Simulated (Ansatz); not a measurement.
## Computed properties of SrFeO₃

SrFeO3:
```yaml
crystal:
  lattice:
    - [3.83017, 0.00000, 0.00000]
    - [0.00000, 3.83017, 0.00000]
    - [0.00000, 0.00000, 3.83017]
  atoms:
    - { symbol: Sr, position: [0.00000, 0.00000, 0.00000] }
    - { symbol: Fe, position: [0.50000, 0.50000, 0.50000] }
    - { symbol: O, position: [0.00000, 0.50000, 0.50000] }
    - { symbol: O, position: [0.50000, 0.00000, 0.50000] }
    - { symbol: O, position: [0.50000, 0.50000, 0.00000] }
```
The run is spin-polarised; directions of the spins, atom by atom: 0 ↑ 0 0 0.

Space group Pm-3m (No. 221), cubic perovskite; conventional cell a = b = c = 3.8302 Å, α = β = γ = 90.00°.

Method: the program Ansatz at the r²SCAN level (PAW). Structure relaxed to zero pressure with the same functional. Other levels are named where they apply.

### Cell and energy

| Property | Value |
|---|---|
| Volume per atom | 11.24 Å³ |
| Density | 5.66 g/cm³ |
| Formation energy from the elements (no fitted shifts) | -2.26 eV/atom |

### Electronic structure

| Quantity | Value |
|---|---|
| Electronic character | metallic (no gap) |
| Density of states at the Fermi level | 0.16 states/eV per atom (mean over ±0.08 eV) |

### Magnetism

| Quantity | Result |
|---|---|
| Magnetic order | ferromagnetic |
| Net moment | 0.79 μB per atom |

### Charges

| Property | Result |
|---|---|
| Bader charges | Sr +1.63, Fe +1.91, O -1.18 e |

The workflow started from a Materials Project entry (that database holds measured and hypothetical structures alike); the Crystallography Open Database copy checked does not list it. Its standing as an ambient phase is unchecked. The r²SCAN relaxation kept the symmetry of its start; whether a distortion lowers the energy is not shown. The final state is ferromagnetic, chosen from 4 collinear starts compared on coarse meshes (ties went to the first, and starts can fall back to one state), not a proven ground state. Other orbital occupations within this spin state were not tried. No Hubbard U is applied. For itinerant 3d metals, meta-GGAs of the SCAN family and hybrids are commonly reported to give too large moments. The compound may be a true metal, but semilocal functionals without U, or a wrong spin order, can also close a gap. The references are the lowest solids computed at this level, not always the standard phases (solids in place of the gases). Spin–orbit coupling is left out wherever it is not named.

Potentials: the later of the program's two PAW sets.
